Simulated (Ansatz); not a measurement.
A geometry of Ba away from equilibrium: step 4 of the relaxation of a relaxed Ba cell, doubled along one cell vector, shaken by Gaussian noise of σ = 0.08 Å a coordinate. Computed with r2SCAN (plane waves to 500 eV, PAW, scalar-relativistic; Ansatz, a program for electronic structure). Γ-centred k-mesh 5×5×4 on the run's cell (coarser than for final values), Fermi–Dirac smearing 0.05 eV.

```
Ba
1.0
    7.33313     0.01662    -0.01036
   -3.65217     6.33841     0.00783
   -0.01215     0.00359     8.57773
Ba
6
Direct
  0.99307   0.00359   0.01221
  0.99918   0.00552   0.50982
  0.32854   0.66722   0.27954
  0.33070   0.66873   0.78984
  0.66834   0.33519   0.21433
  0.66585   0.33540   0.71878
```

Q: Give the Cartesian forces on all atoms (eV/Å).

A: 
```json
[
 {"atom": "Ba1", "Fx": "0.06", "Fy": "-0.02", "Fz": "-0.06"},
 {"atom": "Ba2", "Fx": "0.00", "Fy": "-0.03", "Fz": "0.00"},
 {"atom": "Ba3", "Fx": "0.03", "Fy": "0.02", "Fz": "0.28"},
 {"atom": "Ba4", "Fx": "-0.01", "Fy": "0.01", "Fz": "0.08"},
 {"atom": "Ba5", "Fx": "-0.07", "Fy": "0.00", "Fz": "-0.12"},
 {"atom": "Ba6", "Fx": "-0.02", "Fy": "0.01", "Fz": "-0.18"}
]
```

Q: What is the pressure?

A: -0.1 GPa, compression positive.

No spin polarisation in the result.

Of the parent cell (P6/mmm (No. 191)): it is a generated cell of Ba: the first start was made by placing the elements on the sites of a structure type, and the end was not matched to a known phase here, so it may be hypothetical. Known forms of Ba include space group No. 229.
